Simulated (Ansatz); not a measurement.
Start of a relaxation of SnGe₅Se₆:

```cif
data_structure
_symmetry_space_group_name_H-M 'P-3m1'
_symmetry_Int_Tables_number 164
_cell_length_a 4.1076
_cell_length_b 4.1076
_cell_length_c 20.1229
_cell_angle_alpha 90.000
_cell_angle_beta 90.000
_cell_angle_gamma 120.000
_cell_volume 294.03
loop_
_atom_site_label
_atom_site_type_symbol
_atom_site_symmetry_multiplicity
_atom_site_Wyckoff_symbol
_atom_site_fract_x
_atom_site_fract_y
_atom_site_fract_z
_atom_site_occupancy
Sn1 Sn 1 a 0.00000 0.00000 0.00000 1
Ge1 Ge 2 d 0.66667 0.33333 0.16667 1
Ge2 Ge 2 d 0.33333 0.66667 0.33333 1
Ge3 Ge 1 b 0.00000 0.00000 0.50000 1
Se1 Se 2 d 0.33333 0.66667 0.08333 1
Se2 Se 2 c 0.00000 0.00000 0.25000 1
Se3 Se 2 d 0.66667 0.33333 0.41667 1
```

All numbers below come from DFT PBE, scalar-relativistic, plane waves, PAW in Ansatz. Cutoff 420 eV, Gaussian smearing, Γ-centred meshes. Cell and atoms relax first on a coarse mesh and then on a converged one. In between, the cell is made exact in the group found at 0.06 Å. The steps can't lower the symmetry of their start. No spin polarisation.

A guess keeps its type if space group and coordination stay and the shape of the cell changes little (axis ratios within about 15 %, angles within 6°); the volume may change.

Question: Does this structure survive the relaxation?

Answer: It keeps its type. The symmetry stays P-3m1 (No. 164). The volume per atom shrinks by 4.1 %, from 24.5 to 23.5 Å³. The shortest distance goes from 2.90 Å (Ge–Se and Sn–Se) to 2.84 Å (Ge–Se). The ratio c/a of the conventional cell changes by a factor of 1.00. Counting neighbours within 15 % of an atom's shortest distance, the start has Ge 6, Se 6, Sn 6 and the end Ge 6, Se 6, Sn 6.

The zero of energy is the elements' standard structures at the same level; no fitted shifts are applied. The references include grey tin.

Question: At what energy does it end?

Answer: −0.245 eV/atom. It lies below the elements, which doesn't yet make it stable against other compounds or structures.

The last run used a 12×12×2 mesh (in the run's order of axes) for its 12-atom cell and Gaussian smearing of 0.01 eV. The reference form of Se is held partly by dispersion forces, which this level lacks. Symmetry constrained the relaxation, so the result can be a saddle point.
